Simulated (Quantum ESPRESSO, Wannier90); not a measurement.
**BaTiO3 (cubic perovskite), plane waves to Wannier functions**

Materials Project entry mp-2998; symmetrised, unrelaxed at this level. COD (Crystallography Open Database) records the formula in this space group. Ideal cubic forms of this type are often high-temperature phases that distort on cooling; symmetry holds the cell here, and its stability was not tested. Computed values, not measurements, from PBEsol: Quantum ESPRESSO (norm-conserving PseudoDojo potentials, cutoff 68 Ry, spinors with spin-orbit coupling) on a Γ-centred 6×6×6 mesh, then Wannier90. Density: 8×8×8 mesh, cold smearing 0.01 Ry.

On the energy scale of pw.x, whose zero is arbitrary, the valence-band maximum lies at 10.16 eV.

Isolated groups of bands, relative to the valence-band maximum (bands from 41 on overlap up to the last one computed):

```csv
bands,from (eV),to (eV),filling,weight on atomic waves
1–2,-56.31,-56.31,filled,Ti 3s 96 %
3–4,-33.14,-33.10,filled,Ti 3p 98 %
5–8,-32.49,-32.44,filled,Ti 3p 98 %
9–10,-24.57,-24.30,filled,Ba 5s 94 %
11–16,-16.96,-15.73,filled,"O 2s 85 %, Ti 3d 5 %, Ti 4s 4 %"
17–18,-11.70,-10.90,filled,Ba 5p 92 %
19–22,-10.03,-8.84,filled,"Ba 5p 90 %, O 2p 6 %"
23–40,-4.51,0.00,filled,"O 2p 82 %, Ti 3d 11 %"
```

Input w.win:

```
num_bands = 54
num_wann = 28
exclude_bands = 1-22
spinors = true
num_iter = 400
conv_tol = 1.0e-6
conv_window = 4
dis_num_iter = 600
dis_conv_tol = 1.0e-6
dis_froz_max = 3.26
write_hr = true
write_u_matrices = true
begin projections
f=-0.00553,-0.00480,-0.01010: d
f=0.49462,-0.00302,-0.01085: p
f=0.01105,0.49445,-0.00164: p
f=0.01009,0.00131,0.50722: p
end projections
begin unit_cell_cart
ang
    4.0076800000    0.0000000000    0.0000000000
    0.0000000000    4.0076800000    0.0000000000
    0.0000000000    0.0000000000    4.0076800000
end unit_cell_cart
begin atoms_frac
Ba   0.5000000000  0.5000000000  0.5000000000
Ti   0.0000000000  0.0000000000  0.0000000000
O    0.5000000000  0.0000000000  0.0000000000
O    0.0000000000  0.5000000000  0.0000000000
O    0.0000000000  0.0000000000  0.5000000000
end atoms_frac
mp_grid = 6 6 6
begin kpoints
0.0000000000 0.0000000000 0.0000000000
0.0000000000 0.0000000000 0.1666666667
0.0000000000 0.0000000000 0.3333333333
... (213 more lines: the 6x6x6 mesh through Gamma)
end kpoints
```

The run ends without an error message, but its bands miss those of pw.x by 482 meV rms and 1.41 eV at worst (states up to 2.8 eV relative to the valence-band maximum).

Question: What is the mistake?

Answer: Window typed relative to the reference level, not as an absolute energy. With that mended (28 functions from bands 23-76 of the 76 computed, start hydrogen-like Ti: d; O: p, centres 0.05 Å off the atoms, frozen window up to 3.26 eV relative to the valence-band maximum, outer window open) the misfit is 0.4 meV rms.
